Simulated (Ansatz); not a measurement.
NaI (rock salt), conventional cell a = 6.5290 Å, b = 6.5290 Å, c = 6.5290 Å, α = 90.00°, β = 90.00°, γ = 90.00°. The calculation uses the primitive cell of 2 atoms, to which meshes and values per cell refer.

This relaxed cell (volume V₀) is scaled evenly in all directions, its shape held. Symmetry pins the atoms to their sites.

These are PBE (plane waves to 420 eV, PAW, scalar-relativistic; Ansatz, a first-principles code) values and carry that method's errors. k mesh 9×9×9 (Γ-centred), Fermi-Dirac smearing 0.05 eV. Energies are smeared free energies. NaI was relaxed with its symmetry unable to fall. Spin-orbit coupling is left out, though I is heavy. The zero of ΔE is the relaxed starting cell.

Estimate the ΔE (meV/atom) for V/V₀ = 0.900, 0.920, 0.940, 1.020, 1.040, 1.060, 1.080, 1.100.


```json
[
 {"V/V₀": "0.900", "ΔE (meV/atom)": "20.1"},
 {"V/V₀": "0.920", "ΔE (meV/atom)": "12.3"},
 {"V/V₀": "0.940", "ΔE (meV/atom)": "6.7"},
 {"V/V₀": "1.020", "ΔE (meV/atom)": "0.6"},
 {"V/V₀": "1.040", "ΔE (meV/atom)": "2.4"},
 {"V/V₀": "1.060", "ΔE (meV/atom)": "5.3"},
 {"V/V₀": "1.080", "ΔE (meV/atom)": "9.1"},
 {"V/V₀": "1.100", "ΔE (meV/atom)": "13.7"}
]
```

(Under strain, the slope of the energy per volume gives the stress and its curvature an elastic modulus.)
